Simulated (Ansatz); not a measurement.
## What a change of settings does to a run on AlFe

The geometry is COD entry 1541193, unchecked; take it as a test cell. The listed cell was then made from it by scaling, straining or moving an atom.

First run: DFT, LDA, PAW with Ansatz's default frozen-core files, scalar-relativistic (Ansatz 0.2.0).

Command: `ansatz run input.yaml --threads 1 --pin off --max-ram 3072MiB --backend cpu --events-out ev --progress --plain --runs-dir out` The run took about 15 s on 1 thread of a shared machine.

```yaml
crystal:
  lattice:
    - [2.8505955764, 0.0, 0.0]
    - [0.0, 2.8505955764, 0.0]
    - [0.0, 0.0, 2.8505955764]
  atoms:
    - { symbol: Al, position: [0.0, 0.0, 0.0] }
    - { symbol: Fe, position: [0.5, 0.5, 0.5], spin: 3.0 }
magnetization:
  spin_polarized: true
kpoints:
  mp_grid: { grid: [11, 11, 11] }
scf:
  occupations: { method: fermi_dirac, width: 0.05 }
hamiltonian:
  xc: lda
  pseudopotentials: { kind: paw }
output:
  forces: true
  stress: true
  efg: { contact_densities: true }
relax:
  f_tol: 0.005
  max_steps: 80
  cell: {}
```

Result: converged; relaxed volume 11.164 Å³/atom; moment 0.64 μB; 58 SCF iterations in all.

The input is then changed:

```diff
@@ -12,5 +12,6 @@
   mp_grid: { grid: [11, 11, 11] }
 scf:
-  occupations: { method: fermi_dirac, width: 0.05 }
+  occupations: { method: tetrahedron }
+  eigensolver: { kind: davidson }
 hamiltonian:
   xc: lda
@@ -20,4 +21,8 @@
   stress: true
   efg: { contact_densities: true }
+  write_density: true
+  write_potential: true
+  elf: true
+  volumetric_format: npy
 relax:
   f_tol: 0.005
```

What does the second run give?

It converged; energy at zero smearing -0.7 meV/atom from the first run; relaxed volume 11.167 Å³/atom; moment 0.68 μB; 62 SCF iterations in all.

The results part of its log:

```
basis re-selected at this cell: Δ(F+E_penalty+E_count) = -2.653e-8 eV, ΔP = -0.000 GPa vs the last step (what re-selecting the basis moved, of the pressure what is left beyond the Pulay correction that the steps carried, after the strain that the cell walked since its last selection, with what the two solves' SCF thresholds leave and, on support functions, any second-order correction that the steps lacked; it is no measure of the basis error at this ecutwfc). This SCF's stress stands 3.98e-4 GPa from its target on what of the cell is left free (relax.cell.stress_tol is 5.00e-2 GPa) and its largest allowed force component is 3.18e-30 eV/Å (relax.f_tol is 5.00e-3 eV/Å): within both
SCF converged after 2 iterations
Stability not checked: this state was not tested for a lower state beside it, because cold or Methfessel-Paxton smearing, or corrected tetrahedra, fill the levels in a way that the test cannot read (fill_not_monotonic; see scf.lower_state_search)
Magnetization: 0.6784 μB (9.8392 up, 9.1608 down)
Absolute magnetization: 0.7375 μB (∫|ρ↑−ρ↓|, with the PAW one-centre terms)
Spin contamination: 0.0060 ħ² per cell (⟨S²⟩ above its minimum at these occupations)
Per-site moments (μB) at R_I (Å): [(-0.016567472729817144, 1.0060220848447003), (0.6832920011024496, 1.0060220848447003)]
Free energy (F): -4933.666999 eV
Harris-Foulkes:  -4933.666999 eV  (|F-HF|=1.82e-12)
Internal energy: -4933.666494 eV  (E = F + TS)
E sigma→0 (E₀):  -4933.666999 eV
Entropy (-TS):   -0.000505 eV (-0.252 meV/atom)
Fermi energy:    14.733097 eV
--- Per-component energies (eV) ---
  E_band       = -231.443988
  E_kinetic    = 385.822143
  E_local      = -2685.530663  (includes V_loc(G=0)·N_el)
  E_nonlocal   = 231.096854
  E_hartree    = 1162.907199
  E_xc         = -160.109383
  E_vxc        = -185.551434  (∫ρ·V_xc dr)
  E_paw        = -1749.192870  (= ΣΔE_a)
  E_vpaw       = -303.096450  (= ΣTr[D̂ρ^β])
  E_aug_tail   = 0.000924  (compensation charges beyond the density's cutoff)
  E_ewald      = -2119.117950
  E_core_change = 0.457252  (= ΣΔE_core)
  E_smearing   = -0.000505  (= −TS)
  E_closure    = -0.000000  (closes the sum)
  Σ components = -4933.666999   (vs F -4933.666999, Δ=0.00e0)
--- Forces (eV/Å), atoms counted from 1 ---
  atom   1  Al    -0.00000000    -0.00000000     0.00000000
  atom   2  Fe     0.00000000     0.00000000    -0.00000000
  max |Σ_I F_I| component: 6.26e-30 eV/Å
--- Stress (GPa, compression-positive) ---
       -0.000398      -0.000000      -0.000000
       -0.000000      -0.000398      -0.000000
       -0.000000      -0.000000      -0.000398
  P = ⅓ Tr σ = -0.0004 GPa (-0.004 kbar)
--- PAW observables at the nuclei: V_zz in 10²¹ V/m², potentials from the cell's mean, atoms counted from 1 ---
  atom   1  Al V_zz =    -0.000000   η = 0.0000   by run symmetry: forbidden
            electrostatic potential = -1238.401502 V   contact ρ = 9983.858045 e/Å³   contact ρ_s (e/Å³): all electrons -0.393116, valence -0.392930
  atom   2  Fe V_zz =    -0.000000   η = 0.0000   by run symmetry: forbidden
            electrostatic potential = -3210.803891 V   contact ρ = 100000.293526 e/Å³   contact ρ_s (e/Å³): all electrons -0.898080, valence +0.755480
--- Band table (eV; the first three rows and the last of 112) ---
  k-point 0 ↑: bands = ["-71.1025", "-37.5530", "-37.5530", "-37.5530", "4.0212", "12.0025", "12.0025", "14.5052", "14.5052", "14.5052", "21.4312", "21.4312", "21.4312", "24.4212", "24.4212"]
  k-point 1 ↑: bands = ["-71.1019", "-37.5594", "-37.5525", "-37.5525", "4.1839", "11.9935", "12.0519", "14.4039", "14.4039", "14.5162", "20.1806", "21.6649", "21.6649", "24.3652", "25.5679"]
  k-point 2 ↑: bands = ["-71.1005", "-37.5766", "-37.5511", "-37.5511", "4.6659", "11.8903", "12.1880", "14.1519", "14.1519", "14.5457", "18.3040", "22.3164", "22.3164", "24.2042", "27.1242"]
  k-point 55 ↓: bands = ["-70.3422", "-36.8979", "-36.8978", "-36.8978", "11.1884", "11.3849", "11.3849", "15.6778", "15.6778", "17.1880", "18.0635", "18.0635", "19.5958", "21.7825", "21.7825"]
--- Relaxed structure (5 steps of the walk, 5 accepted, 2 SCFs on fresh bases) ---
  F+E_penalty+E_count = -4933.66699891 eV   max|allowed force component| = 3.180e-30 eV/Å   (the final SCF, on the basis selected at the relaxed cell)
  cell:  # Å, volume = 22.3336 Å³
    - [2.816131498161436, 3.310192091915562e-35, -1.0030885127016853e-36]
    - [-3.109574389375224e-35, 2.816131498161436, 0.0]
    - [1.2739224111311402e-34, 0.0, 2.816131498161436]
  atoms:
    - { symbol: Al, position: [3.3284126414668637e-47, 2.6391550971509872e-37, -1.2801587082564862e-48] }
    - { symbol: Fe, position: [0.5, 0.5, 0.5] }
```
